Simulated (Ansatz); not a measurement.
## Ti3Hg: pressure against volume

A database entry relaxed whole under r2SCAN (Pm-3n):

```yaml
crystal:
  lattice:
    - [5.17049, 0.00000, 0.00000]
    - [0.00000, 5.17049, 0.00000]
    - [0.00000, 0.00000, 5.17049]
  atoms:
    - { symbol: Ti, position: [0.25000, 0.00000, 0.50000] }
    - { symbol: Ti, position: [0.50000, 0.75000, 0.00000] }
    - { symbol: Ti, position: [0.75000, 0.00000, 0.50000] }
    - { symbol: Ti, position: [0.50000, 0.25000, 0.00000] }
    - { symbol: Ti, position: [0.00000, 0.50000, 0.75000] }
    - { symbol: Ti, position: [0.00000, 0.50000, 0.25000] }
    - { symbol: Hg, position: [0.00000, 0.00000, 0.00000] }
    - { symbol: Hg, position: [0.50000, 0.50000, 0.50000] }
```

The cell was scaled uniformly, its shape held, and the atoms relaxed at each volume with plane-wave PAW DFT (Ansatz 0.2.0; r2SCAN, 500 eV, 7×7×7 Γ-centred mesh, fermi-dirac occupations of width 0.100 eV; no spin, no spin-orbit coupling). One row is withheld.

```csv
volume (Å³/atom),energy over the lowest (meV/atom),pressure (GPa)
16.242,26.2,8.95
16.587,10.9,5.63
16.933,?,?
17.278,0.0,-0.04
17.624,3.1,-2.46
17.970,11.2,-4.63
18.315,23.7,-6.58
```

Fit the pressures of the other rows to the third-order Birch-Murnaghan form.

With f = [(V₀/V)^(2/3) − 1]/2 and P = 3B₀f(1 + 2f)^(5/2)[1 + 3(B₀′ − 4)f/2], least squares gives V₀ = 17.27 Å³ an atom, B₀ = 127 GPa and B₀′ = 4.3; the rows miss the fit by less than 0.01 GPa. The slope of the energies differs from these pressures by 0.19 GPa, since they are taken to zero smearing while pressures follow the free energy.

What does the withheld row hold?

The fit gives 2.64 GPa at 16.933 Å³; the run gave 2.64 GPa and 2.4 meV an atom.

Caveats: the shape of the cell was held; 0 K, fixed nuclei; the symmetry was kept, and this need not be the phase that is stable at 0 K; one mesh for all volumes; pressure is positive in compression.
